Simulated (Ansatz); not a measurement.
Given:

BP:
```cif
data_BP
_chemical_formula_sum 'B1 P1'
_space_group_name_H-M_alt 'Pm-3m'
_space_group_IT_number 221
_space_group_name_Hall '-P 4 2 3'
_cell_length_a 2.69076
_cell_length_b 2.69076
_cell_length_c 2.69076
_cell_angle_alpha 90.000
_cell_angle_beta 90.000
_cell_angle_gamma 90.000
loop_
_atom_site_label
_atom_site_type_symbol
_atom_site_symmetry_multiplicity
_atom_site_Wyckoff_symbol
_atom_site_fract_x
_atom_site_fract_y
_atom_site_fract_z
_atom_site_occupancy
B1 B 1 a 0.00000 0.00000 0.00000 1
P1 P 1 b 0.50000 0.50000 0.50000 1
```

This is the PBEsol-relaxed structure.

**Question.** All from plane-wave PAW PBEsol (Ansatz code), unless another level is named. Estimate the electronic character.

**Answer.** metallic (no gap).

**Question.** What about the formation energy from the elements (no fitted shifts)?

**Answer.** 1297 meV/atom.

**Question.** Predict the density of states at the Fermi level.

**Answer.** 0.39 states/eV per atom (mean over ±0.08 eV).

The start of the workflow was typed in or built on a structure type; neither database checked (COD, Materials Project) lists it. It is not the phase usual at ambient conditions (space group No. 216). The cell was relaxed with PBEsol under the symmetry of its start. At this level the phase is dynamically unstable (imaginary phonons). The volume moved by 16 % from the start of the relaxation. Its formation energy is positive at this level, so the cell may be metastable or incomplete. The references are the lowest solids computed at this level, not always the standard phases.

Potentials: the earlier of the program's two PAW sets. The files were generated under PBE; for other functionals the program regenerates the frozen cores, and for LDA and PBEsol the local potential too.
